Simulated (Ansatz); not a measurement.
## Collinear states of V$_{4}$Os

All numbers below come from Ansatz 0.2.0, DFT PBE, scalar-relativistic, plane waves, PAW.

```cif
data_structure
_symmetry_space_group_name_H-M 'P 1'
_symmetry_Int_Tables_number 1
_cell_length_a 10.5294
_cell_length_b 10.4082
_cell_length_c 2.6652
_cell_angle_alpha 85.278
_cell_angle_beta 80.111
_cell_angle_gamma 14.611
_cell_volume 68.33
loop_
_atom_site_label
_atom_site_type_symbol
_atom_site_fract_x
_atom_site_fract_y
_atom_site_fract_z
_atom_site_occupancy
V1 V 0.39849 0.39849 0.60151 1
V2 V 0.79944 0.79944 0.20056 1
V3 V 0.20056 0.20056 0.79944 1
V4 V 0.60151 0.60151 0.39849 1
Os1 Os 0.00000 0.00000 0.00000 1
```

```
plane-wave cutoff                               : 420 eV
Γ-centred k-mesh                                : 14×14×14
occupation rule                                 : Gaussian smearing, 0.1 eV
list of starting moments (μB, in atom order)    : 3.5 3.5 3.5 3.5 0
check for lower electronic states after the SCF : off
```

All runs keep this geometry, which isn't relaxed for the lowest state (largest force there 0.030 eV/Å, pressure -0.9 GPa) and needn't be a stable compound; relaxing each order can shift differences of a few meV. Signs run over the atoms with starting moments. Site moments are spin moments in atom-centred spheres that scale with the neighbour distance. The states are those that the runs reached from these starts; a lower one can exist.

Starts tried: no spin; large parallel starting moments; antiferromagnetic in the cell, signs +--+. Which state comes out lowest, and what are the moments?

All starts lose their moments; the cell is non-magnetic at this level.

```tsv
start	ends	energy above lowest (meV/atom)	site moments (μB)	gap on mesh (eV)	P (GPa)
no spin	non-magnetic	0.00	none over 0.05	metal	-0.9
large parallel starting moments	non-magnetic	0.00	none over 0.05	metal	-0.9
antiferromagnetic in the cell, signs +--+	non-magnetic	0.00	none over 0.05	metal	-0.9
```

Cost: 3 runs of about 11 core-minutes in all, on Arm Neoverse V2 (shared hosts).